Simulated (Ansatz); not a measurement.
W (bcc, W type)

Space group Im-3m (No. 229); a = 3.170 Å, b = 3.170 Å, c = 3.170 Å, α = 90.00°, β = 90.00°, γ = 90.00°

| atom | site | symmetry | x | y | z |
|---|---|---|---|---|---|
| W | 2a | m-3m | 0.0000 | 0.0000 | 0.0000 |
(The calculation used a cell of 1 atom; values per cell refer to that cell.)

The relaxed cell is deformed in two ways at once: its volume V is scaled, and at that volume it is stretched along z (the c axis of the conventional cell) so that c/a changes. Fractional atomic positions are held.

Calculation: r2SCAN (plane waves to 500 eV, PAW, scalar-relativistic; Ansatz, a quantum-chemistry and plane-wave program). k mesh 21×21×21 (Γ-centred), Fermi-Dirac smearing 0.05 eV. Energies are smeared free energies. With partly filled bands, the response to shear is sensitive to the k mesh, so small differences along c/a are uncertain. Spin-orbit coupling is left out, though W is heavy. The PAW data are Ansatz's earlier set. W is run without spin polarisation. W was relaxed with its symmetry unable to fall. The last digit holds for this mesh only.

Changes of ΔE (meV/atom) from the point V/V₀ = 1.000, (c/a)/(c/a)₀ = 1.000 when one coordinate moves alone (two changes are said to add if the coupling is within 5 % of the smaller one, nearly so within 20 %):

```csv
point,change
"V/V₀ = 1.000, (c/a)/(c/a)₀ = 0.920",81.1
"V/V₀ = 1.000, (c/a)/(c/a)₀ = 0.960",18.9
"V/V₀ = 0.960, (c/a)/(c/a)₀ = 1.000",27.1
"V/V₀ = 0.980, (c/a)/(c/a)₀ = 1.000",6.5
"V/V₀ = 1.020, (c/a)/(c/a)₀ = 1.000",6.1
"V/V₀ = 1.040, (c/a)/(c/a)₀ = 1.000",23.8
"V/V₀ = 1.000, (c/a)/(c/a)₀ = 1.040",16.4
"V/V₀ = 1.000, (c/a)/(c/a)₀ = 1.080",62.5
```

Problem. What is the change at V/V₀ = 0.960, (c/a)/(c/a)₀ = 0.960, where both move, and how far is it from the sum?

Solution. The sum of the single changes is 27.1 + (18.9) = 46.0; the calculation gives 46.8, so they add (within 5 % of the smaller single change).

Problem. Do the two effects add at V/V₀ = 0.960, (c/a)/(c/a)₀ = 1.080? Give the computed change.

Solution. The sum of the single changes is 27.1 + (62.5) = 89.6; the calculation gives 93.1, so the coupling contributes 3.5 (under 20 % of the smaller single change, nearly additive).

(A scan under strain: stresses follow from slopes of the energy per volume, elastic moduli from its curvatures.)
